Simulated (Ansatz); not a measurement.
Ga4SbN3 (ordering on zincblende) by several functionals

All numbers come from the PAW code Ansatz. The calculation is non-magnetic, and the structure need not be a phase that has been made.

The cell is Ga4SbN3, ordered on the zincblende lattice (P-43m) with 8 atoms a cell; cell and atoms were relaxed with r2SCAN. It is cubic, P-43m (No. 215); a = 4.936 Å in the conventional setting, 15.03 Å³ an atom. N is surrounded by 4 Ga at 2.06 Å; Ga is surrounded by 3 N at 2.06 Å and 1 Sb at 2.42 Å; Sb is surrounded by 4 Ga at 2.42 Å.

```xyz
8
Lattice="4.9362 0.0000 0.0000 0.0000 4.9362 0.0000 0.0000 0.0000 4.9362" Properties=species:S:1:pos:R:3 pbc="T T T"
N     2.4681    0.0000    0.0000
Ga    1.0734    3.8628    3.8628
N     0.0000    2.4681    0.0000
Ga    3.8628    1.0734    3.8628
N     0.0000    0.0000    2.4681
Ga    3.8628    3.8628    1.0734
Sb    2.4681    2.4681    2.4681
Ga    1.0734    1.0734    1.0734
```

Relaxed lattice by functional, symmetry kept:
```
functional  k mesh  a (Å)  volume (Å³/atom)
       PBE   6×6×6  4.994             15.57
    r2SCAN   6×6×6  4.936             15.03
```

Band edges at fixed r2SCAN geometry:

| level | k mesh | gap (eV) | kind | edges | least direct gap (eV) | rough cost |
| --- | --- | --- | --- | --- | --- | --- |
| PBE | 6×6×6 | none (overlap 0.31) | – | – | – | 24 core-seconds |
| PBE+SOC | 6×6×6 | none (overlap 0.31) | – | – | – | 80 core-seconds |
| r2SCAN | 6×6×6 | none (overlap 0.31) | – | – | – | 25 core-seconds |

All runs use a smearing of 0.02 eV.
Wave cutoffs: 420 eV, 500 eV (r2SCAN).
Points off the special ones are mesh points or PBE's searched band edges, reused at the other levels.
Costs come from shared machines and give only the order; PBE's includes the band path. The runs had 4 threads of AMD EPYC 7B13 (Zen 3) (shared host).

r2SCAN gives no gap: the lowest nominally empty band dips 0.31 eV below the top of the last filled one (its bottom at Γ–X (0.40 of the way from Γ), the top at Γ), so the cell is a metal or semimetal at this level. With PBE+SOC the bands overlap by 0.31 eV (counted from 1, band 82 peaks at Γ and band 83 bottoms out at Γ–X (0.40 of the way from Γ)): no gap.

No level opens a gap, but no hybrid is among them, and semilocal functionals can close a real gap.

Only the levels marked +SOC include spin-orbit coupling.
